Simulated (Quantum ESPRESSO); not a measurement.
Band energies of F

```
F
1.0
    2.55632    -1.58403     0.00000
    2.55632     1.58403     0.00000
   -0.56211     0.00000     6.59771
F
4
Direct
  0.59583   0.91533   0.59796
  0.40417   0.08467   0.40204
  0.08467   0.40417   0.90204
  0.91533   0.59583   0.09796
```

PBEsol (Quantum ESPRESSO, PseudoDojo norm-conserving, 84 Ry, no spin-orbit coupling); path ΓYFLI,I1ZF1,YX1,XΓN,MΓ; energies in eV from the valence-band maximum.

```csv
k (1/Å),point,band 10,band 11,band 12,band 13,band 14,band 15,band 16,band 17
0.00,Γ,-3.09,-0.50,-0.18,-0.06,0.00,2.47,3.57,9.75
0.78,,-3.38,-0.73,-0.60,-0.24,-0.16,2.69,3.51,12.48
1.23,Y,-3.41,-1.00,-0.66,-0.31,-0.17,2.76,3.48,14.72
1.61,F,-3.46,-0.74,-0.53,-0.51,-0.36,3.01,3.24,15.00
1.61,L,-3.50,-0.62,-0.62,-0.45,-0.45,3.13,3.13,15.09
2.24,I,-4.02,-0.48,-0.48,-0.34,-0.34,3.12,3.12,15.63
2.24,I1,-4.02,-0.48,-0.48,-0.34,-0.34,3.12,3.12,15.63
2.86,,-3.44,-0.30,-0.30,-0.19,-0.19,3.07,3.07,12.77
3.59,Z,-3.12,-0.38,-0.38,-0.03,-0.03,3.01,3.01,10.65
4.35,,-3.39,-0.59,-0.45,-0.45,-0.24,3.03,3.16,13.03
4.79,F1,-3.46,-0.74,-0.53,-0.51,-0.36,3.01,3.24,15.00
4.79,Y,-3.41,-1.00,-0.66,-0.31,-0.17,2.76,3.48,14.72
5.03,,-3.51,-0.96,-0.63,-0.31,-0.18,2.80,3.45,14.78
5.39,X1,-3.84,-0.77,-0.57,-0.32,-0.19,2.98,3.32,15.13
5.39,X,-3.84,-0.77,-0.57,-0.32,-0.19,2.98,3.32,15.13
5.69,,-3.66,-0.56,-0.52,-0.36,-0.17,3.15,3.17,14.26
6.38,,-3.21,-0.43,-0.24,-0.09,-0.08,2.59,3.51,10.51
6.77,Γ,-3.09,-0.50,-0.18,-0.06,0.00,2.47,3.57,9.75
7.06,,-3.17,-0.47,-0.21,-0.10,-0.04,2.53,3.54,10.18
7.74,,-3.37,-0.61,-0.56,-0.17,-0.13,3.02,3.28,13.48
7.94,N,-3.38,-0.64,-0.59,-0.17,-0.14,3.15,3.17,14.58
7.94,M,-3.35,-0.55,-0.50,-0.16,-0.05,3.06,3.13,14.82
8.35,,-3.30,-0.50,-0.41,-0.20,-0.07,2.94,3.25,12.60
9.18,Γ,-3.09,-0.50,-0.18,-0.06,0.00,2.47,3.57,9.75
```

The PBEsol gap is direct, 2.47 eV at Γ.

Geometry of the Materials Project entry, not relaxed at this level.

The distance between layers or molecules is the database entry's, not relaxed here. Functionals without dispersion can leave it too large, which widens gaps and weakens the response across layers: the numbers belong to this cell.
